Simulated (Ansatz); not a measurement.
## Two Ansatz runs on InF

The structure comes from a relaxation in the same program, started in the wurtzite type, and has space group P6_3mc. Whether it is a known phase or the ground state wasn't checked.

First run: DFT, PBE, PAW with Ansatz's default frozen-core files, scalar-relativistic (Ansatz 0.2.0).

Command: `ansatz run input.yaml --threads 1 --pin off --max-ram 3072MiB --backend cpu --events-out ev --progress --plain --runs-dir out` The run took about 37 s on 1 thread of a shared machine.

```yaml
crystal:
  lattice:
    - [3.6442862491, 0.0, 0.0]
    - [-1.8221431245, 3.1560444704, 0.0]
    - [0.0, 0.0, 8.9050906643]
  atoms:
    - { symbol: In, position: [0.3333333333, 0.6666666667, 0.0088071711] }
    - { symbol: In, position: [0.6666666667, 0.3333333333, 0.5088071711] }
    - { symbol: F, position: [0.3333333333, 0.6666666667, 0.3671928289] }
    - { symbol: F, position: [0.6666666667, 0.3333333333, 0.8671928289] }
kpoints:
  mp_grid: { grid: [14, 14, 8] }
  band_path:
    path:
      - [0.0, 0.0, 0.0]
      - [0.5, 0.0, 0.0]
      - [0.3333333333, 0.3333333333, 0.0]
      - [0.0, 0.0, 0.0]
      - [0.0, 0.0, 0.5]
      - [0.5, 0.0, 0.5]
      - [0.3333333333, 0.3333333333, 0.5]
      - [0.0, 0.0, 0.5]
      - [0.5, 0.0, 0.5]
    npoints: 14
scf:
  occupations: { method: fermi_dirac, width: 0.05 }
hamiltonian:
  xc: pbe
  pseudopotentials: { kind: paw }
output:
  forces: true
  stress: true
  eigenvalues: true
  efg: { contact_densities: true }
  populations: true
  bader: true
  dos: { projected: true, de: 0.2, e_range: [-14, 8] }
  write_density: true
  write_potential: true
  elf: true
  volumetric_format: npy
```

Result: converged; pressure 0.01 GPa; gap on the k mesh 1.62 eV; 7 SCF iterations.

Spin–orbit coupling is left out, though it moves levels of the heavy atoms by tenths of an eV or more.

The input is then changed:

```diff
@@ -10,5 +10,5 @@
     - { symbol: F, position: [0.6666666667, 0.3333333333, 0.8671928289] }
 kpoints:
-  mp_grid: { grid: [14, 14, 8] }
+  mp_grid: { grid: [9, 9, 5] }
   band_path:
     path:
@@ -25,4 +25,5 @@
 scf:
   occupations: { method: fermi_dirac, width: 0.05 }
+  initial_density: { chi_scale: 0.0 }
 hamiltonian:
   xc: pbe
@@ -34,6 +35,4 @@
   efg: { contact_densities: true }
   populations: true
-  bader: true
-  dos: { projected: true, de: 0.2, e_range: [-14, 8] }
   write_density: true
   write_potential: true
```

**Question.** What does the second run give?

**Answer.** It converged; energy at zero smearing 0.0 meV/atom from the first run; pressure 0.01 GPa; gap on the k mesh 1.67 eV (the mesh can miss the band edges); 10 SCF iterations. Some of these settings are too coarse for converged properties.

The results part of its log:

```
SCF 1 converged in 10 iterations: F = -12813.075291 eV  dr2 = 1.23e-8
  greatest PAW one-centre occupation: 0.985 electrons in one spin orbital (limit 2), on the In atom at site 1 (counted from 0), in its partial waves of l = 2
NSCF: frozen V_eff on 113 k-points
SCF converged after 10 iterations
Free energy (F): -12813.075291 eV
Harris-Foulkes:  -12813.075291 eV  (|F-HF|=3.79e-9)
Internal energy: -12813.075291 eV  (E = F + TS)
E sigma→0 (E₀):  -12813.075291 eV
Fermi energy:    4.661700 eV
--- Per-component energies (eV) ---
  E_band       = -262.182732
  E_kinetic    = 889.306373
  E_local      = -4208.609056  (includes V_loc(G=0)·N_el)
  E_nonlocal   = 879.198564
  E_hartree    = 1651.521348
  E_xc         = -590.915944
  E_vxc        = -402.762835  (∫ρ·V_xc dr)
  E_paw        = -8700.562455  (= ΣΔE_a)
  E_vpaw       = -722.365268  (= ΣTr[D̂ρ^β])
  E_aug_tail   = 0.004107  (compensation charges beyond the density's cutoff)
  E_ewald      = -2733.018229
  E_smearing   = -0.000000  (= −TS)
  E_closure    = -0.000000  (closes the sum)
  Σ components = -12813.075291   (vs F -12813.075291, Δ=0.00e0)
--- Forces (eV/Å), atoms counted from 1 ---
  atom   1  In     0.00000000    -0.00000000     0.00034869
  atom   2  In    -0.00000000     0.00000000     0.00034869
  atom   3  F     -0.00000000     0.00000000    -0.00035730
  atom   4  F      0.00000000    -0.00000000    -0.00035730
  max |Σ_I F_I| component: 1.72e-5 eV/Å
--- Stress (GPa, compression-positive) ---
       -0.002112      -0.000000       0.000000
       -0.000000      -0.002112      -0.000000
        0.000000      -0.000000       0.029170
  P = ⅓ Tr σ = 0.0083 GPa (0.083 kbar)
--- PAW observables at the nuclei: V_zz in 10²¹ V/m², potentials from the cell's mean, atoms counted from 1 ---
  atom   1  In V_zz =    +0.207131   η = 0.0000   by run symmetry: allowed
            electrostatic potential = -7933.420539 V   contact ρ = 1133131.997871 e/Å³
  atom   2  In V_zz =    +0.207131   η = 0.0000   by run symmetry: allowed
            electrostatic potential = -7933.420539 V   contact ρ = 1133131.997871 e/Å³
  atom   3  F  V_zz =    -2.335883   η = 0.0000   by run symmetry: allowed
            electrostatic potential = -736.711226 V   contact ρ = 3129.709207 e/Å³
  atom   4  F  V_zz =    -2.335883   η = 0.0000   by run symmetry: allowed
            electrostatic potential = -736.711226 V   contact ρ = 3129.709207 e/Å³
--- Band table (eV; the first three rows and the last of 36) ---
  k-point 0: bands = ["-18.5130", "-18.5072", "-9.7122", "-9.7122", "-9.7116", "-9.7116", "-9.6982", "-9.6771", "-9.5945", "-9.5945", "-9.5912", "-9.5912", "-1.9375", "-1.3341", "0.2099", "0.2099", "0.2338", "0.2338", "0.7110", "2.0801", "5.4535", "7.9158", "11.7642", "12.5902"]
  k-point 1: bands = ["-18.5125", "-18.5078", "-9.7121", "-9.7121", "-9.7117", "-9.7117", "-9.6962", "-9.6791", "-9.5942", "-9.5942", "-9.5915", "-9.5915", "-1.8926", "-1.4118", "0.2122", "0.2122", "0.2315", "0.2315", "0.8414", "1.9297", "5.6667", "7.5953", "12.2210", "12.5991"]
  k-point 2: bands = ["-18.5110", "-18.5092", "-9.7120", "-9.7120", "-9.7118", "-9.7118", "-9.6910", "-9.6845", "-9.5934", "-9.5934", "-9.5923", "-9.5923", "-1.7663", "-1.5867", "0.2184", "0.2184", "0.2255", "0.2255", "1.1684", "1.5736", "6.2100", "6.9154", "12.6231", "12.6231"]
  k-point 35: bands = ["-18.4521", "-18.4521", "-9.6634", "-9.6604", "-9.6326", "-9.6326", "-9.6267", "-9.6265", "-9.5827", "-9.5827", "-9.5404", "-9.5404", "-1.2075", "-1.2075", "-0.5132", "-0.4770", "-0.1170", "-0.1170", "3.7675", "3.7675", "6.3261", "6.3519", "7.2328", "7.2328"]
--- Löwdin populations: 4 sites ---
  site symbol       q [e]
     0     In     12.4617
     1     In     12.4617
     2      F      7.4979
     3      F      7.4979
  spilling = 0.002022 (of n_electrons = 40.000000)
```
